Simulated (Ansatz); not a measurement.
## Ti$_{8}$O$_{13}$: do energies and stresses tell the same story?

Theory: DFT r2SCAN, scalar-relativistic, plane waves, PAW in Ansatz 0.2.0.

Plane waves to 500 eV, a k mesh through Γ of 6×6×6 on the computed 21-atom cell and Gaussian smearing (0.02 eV); no spin polarisation.

Relaxed cell: R-3, a = 7.726 Å, b = 7.726 Å, c = 13.968 Å, α = 90.00°, β = 90.00°, γ = 120.00°, 21 atoms in the primitive cell. Whether it is the stable form of this composition wasn't checked.

Energies at zero smearing and pressures from the stress tensor, at volumes with shape and atoms relaxed:
```csv
V (Å³/atom),E − E(first) (meV/atom),P (GPa)
10.430,0.00,20.17
10.774,-34.85,12.48
11.118,-54.29,5.79
11.462,-60.35,0.00
11.806,-54.87,-4.97
12.150,-39.56,-9.16
```

Problem. Check P = −dE/dV between neighbouring volumes, and get the bulk modulus from the pressures alone.

Solution. With 1 eV/Å³ = 160.2 GPa:
| middle V (Å³/atom) | −ΔE/ΔV (GPa) | mean P (GPa) |
| --- | --- | --- |
| 10.602 | 16.238 | 16.326 |
| 10.946 | 9.058 | 9.136 |
| 11.290 | 2.824 | 2.895 |
| 11.634 | -2.555 | -2.484 |
| 11.978 | -7.132 | -7.064 |

The two differ by 0.09 GPa at most. The mean of two end pressures misses the average over a step by about ΔV² P″/12, up to 0.09 GPa here; with that taken off 0.00 GPa remains. Around V = 11.462 Å³/atom, the two neighbours give B = −V ΔP/ΔV = 11.462 × 10.76 / 0.688 = 179.3 GPa, against B0 = 178.1 GPa from the Birch–Murnaghan fit of the energies.

A ferromagnetic start lost its moments in a first run, so spin was left out; other magnetic orders weren't tried.

Cost: 7 runs of about 87 core-minutes in all, on Oxide Virtual Turin-like Processor (Zen 5) (shared hosts).